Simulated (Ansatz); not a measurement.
# Formation energy of CuSe (NiAs-type structure)

Method: PBEsol, scalar-relativistic; collinear spin; PAW, 420 eV, 10×10×6 k-mesh, Gaussian smearing of 0.05 eV; code Ansatz; PAW files: Ansatz's generated set soft_2.

This is a trial structure made by placing the elements on a prototype's sites, so it needn't be the stable form.

Symmetry: P6_3/mmc, No. 194, hexagonal system. Conventional cell: a = 3.814 Å, b = 3.814 Å, c = 5.167 Å, α = 90.00°, β = 90.00°, γ = 120.00°. Cu (site symmetry -3m) has 6 Se at 2.55 Å and 2 Cu at 2.58 Å as nearest neighbours. Around Se (site symmetry -6m2) lie 6 Cu at 2.55 Å. (Shells end 15 % past the nearest neighbour.)

The elements were computed in their standard states with the same datasets, cutoff and functional. Absolute energies hang on the potentials; compare differences alone.

Energy of the relaxed cell (4 atoms, smearing extrapolated to zero): -24026.291 eV. Elements, in eV/atom: Cu -6588.774, Se -5424.207.

Task: What is the formation energy?

Result: [-24026.291 − (2 × -6588.774 + 2 × -5424.207)] / 4 = -0.08 eV/atom, or -8 kJ per mole of atoms.

The value is for 0 K, without zero-point energy. Uncorrected semilocal values for oxides, chalcogenides and halides often miss by tenths of an eV an atom. A negative value shows stability against the elements alone, not against other compounds or structures.

The starting moments died out; a magnetic state reached from other starts isn't excluded.
